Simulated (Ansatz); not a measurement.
BW:
```cif
data_B4W4
_chemical_formula_sum 'B4 W4'
_space_group_name_H-M_alt 'Fm-3m'
_space_group_IT_number 225
_space_group_name_Hall '-F 4 2 3'
_cell_length_a 4.45204
_cell_length_b 4.45204
_cell_length_c 4.45204
_cell_angle_alpha 90.000
_cell_angle_beta 90.000
_cell_angle_gamma 90.000
loop_
_atom_site_label
_atom_site_type_symbol
_atom_site_symmetry_multiplicity
_atom_site_Wyckoff_symbol
_atom_site_fract_x
_atom_site_fract_y
_atom_site_fract_z
_atom_site_occupancy
B1 B 4 a 0.00000 0.00000 0.00000 1
W1 W 4 b 0.50000 0.50000 0.50000 1
```
(The calculation used a cell of 2 atoms; values per cell refer to that cell.)

Relaxed with r²SCAN.

Which orbitals make up the states near the Fermi level in the program Ansatz at the r²SCAN level (PAW)?

Within 0.5 eV of the Fermi level: W 5d 68 %, B 2p 25 %. Projections are on Löwdin-orthogonalised atomic valence shells; empty p or d shells of many metals are not among them.

Tabulate the density of states.

States/eV per cell of 2 atoms, in 0.25 eV bins, energy from the Fermi level.

```csv
E (eV),total,W 5d,B 2p,B 2s
-7.85,0.06,0.02,0.01,0.03
-7.60,0.25,0.09,0.05,0.08
-7.35,0.38,0.14,0.09,0.11
-7.10,0.54,0.23,0.16,0.09
-6.85,0.66,0.29,0.21,0.08
-6.60,0.70,0.33,0.23,0.08
-6.35,0.75,0.36,0.26,0.07
-6.10,0.81,0.39,0.30,0.06
-5.85,0.89,0.42,0.34,0.05
-5.60,0.73,0.36,0.28,0.04
-5.35,0.65,0.36,0.22,0.03
-5.10,1.00,0.70,0.25,0.03
-4.85,5.01,2.79,1.90,0.13
-4.60,2.32,1.40,0.83,0.03
-4.35,1.87,1.16,0.65,0.02
-4.10,1.76,1.10,0.61,0.02
-3.85,1.17,0.74,0.39,0.02
-3.60,0.90,0.58,0.30,0.01
-3.35,0.74,0.47,0.24,0.01
-3.10,0.62,0.40,0.20,0.01
-2.85,0.53,0.34,0.17,0.01
-2.60,0.46,0.30,0.15,0.01
-2.35,0.42,0.28,0.13,0.00
-2.10,0.37,0.26,0.10,0.00
-1.85,0.32,0.22,0.09,0.00
-1.60,0.39,0.29,0.09,0.00
-1.35,0.41,0.31,0.09,0.00
-1.10,0.44,0.32,0.10,0.00
-0.85,0.51,0.39,0.11,0.01
-0.60,0.64,0.48,0.13,0.01
-0.35,0.74,0.52,0.18,0.02
-0.10,0.97,0.60,0.30,0.03
0.15,0.94,0.64,0.24,0.02
0.40,0.94,0.69,0.19,0.02
0.65,0.97,0.75,0.16,0.02
0.90,1.05,0.84,0.15,0.02
1.15,1.21,1.00,0.14,0.02
1.40,0.97,0.83,0.09,0.02
1.65,1.34,1.18,0.10,0.03
1.90,1.72,1.50,0.14,0.04
2.15,1.52,1.30,0.14,0.04
2.40,0.95,0.79,0.11,0.01
2.65,0.53,0.35,0.15,0.02
2.90,0.45,0.23,0.17,0.04
3.15,1.84,1.21,0.43,0.06
3.40,2.75,1.64,0.73,0.11
3.65,1.49,0.79,0.52,0.07
3.90,1.19,0.57,0.49,0.06
4.15,1.09,0.48,0.49,0.04
4.40,0.73,0.30,0.35,0.02
4.65,0.54,0.22,0.24,0.03
```

The start of the workflow was typed in or built on a structure type; neither database checked (COD, Materials Project) lists it. COD files the formula under space group No. 141. Whether it is the stable phase at ambient conditions was not checked. The cell was relaxed with r²SCAN under the symmetry of its start; its stability against distortions is not shown here. The run is not spin-polarised. The volume moved by -19 % from the start of the relaxation. Spin–orbit coupling is left out wherever it is not named.

Potentials: the earlier of the program's two PAW sets.
